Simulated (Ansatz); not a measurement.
**ZrHg: enthalpy under pressure, worked through**

The calculation used DFT PBEsol, scalar-relativistic, plane waves, PAW (Ansatz 0.2.0). Settings: 420 eV cutoff, 14×14×10 k-mesh, Gaussian smearing of 0.10 eV, no spin polarisation.

Reference structure (relaxed):

```xyz
2
Lattice="3.1027 0.0000 0.0000 0.0000 3.1027 0.0000 0.0000 0.0000 4.2530" Properties=species:S:1:pos:R:3 pbc="T T T"
Zr    1.5514    1.5514    2.1265
Hg    0.0000    0.0000    0.0000
```

Cell and atoms were relaxed at each target pressure within the start's symmetry (P4/mmm), at zero temperature; other phases can be more stable under pressure. H = E + PV with P the target; E is the free energy at the smearing used, whose derivative the pressure is, per atom and counted from zero pressure.

Spin–orbit coupling is left out, which can shift energies with elements as heavy as these.

```
P (GPa) V (Å³/atom) E − E0 (meV) H − H0 (meV)
      0       20.472           0.0           0.0
      2       20.133           2.1         253.4
      5       19.675          12.0         626.0
     10       19.015          42.6        1229.5
     20       17.982         137.9        2382.6
     40       16.540         401.5        4531.0
```

Q: Thermodynamics gives dH/dP = V along a relaxed path. Integrate V over P by the trapezoid rule and compare with the computed enthalpies.

A: With 1 eV/Å³ = 160.22 GPa, each step adds the mean volume times ΔP / 160.22:
```tsv
P (GPa)	∫V dP (meV)	H − H0 (meV)	difference (meV)
2	253.4	253.4	0.0
5	626.1	626.0	0.1
10	1229.8	1229.5	0.4
20	2384.4	2382.6	1.8
40	4539.2	4531.0	8.2
```

V(P) curves upward, so the trapezoid rule runs high; integrating a smooth curve through the same points puts that excess at about 8.2 meV at 40 GPa, against the 8.2 meV found.

Q: At 40 GPa, how much of the enthalpy change is stored energy and how much is the PV term?

A: E rises by 401 meV/atom and PV is 40 × 16.540 / 160.22 = 4129 meV/atom, so PV makes 91 % of ΔH. So between rival structures at high pressure a small difference in volume can outweigh the difference in energy: 1 % of this volume is worth 41.3 meV/atom at this pressure.

Q: What bulk modulus do the lowest pressures give, and how is the compression shared among the axes?

A: From the pressures that the runs reached, -2.00 GPa (20.844 Å³) and 2.01 GPa (20.133 Å³), B = −ΔP/Δln V = 4.01 / 0.0347 = 115 GPa, a mean over that range. The linear compressibilities −Δln(length)/ΔP are 3.36 along a, 3.36 along b, 1.96 along c (in TPa⁻¹). With fixed angles they add up to 1/B: 8.68 against 8.67. Softest: a and b, at 39 % of the volume change per axis.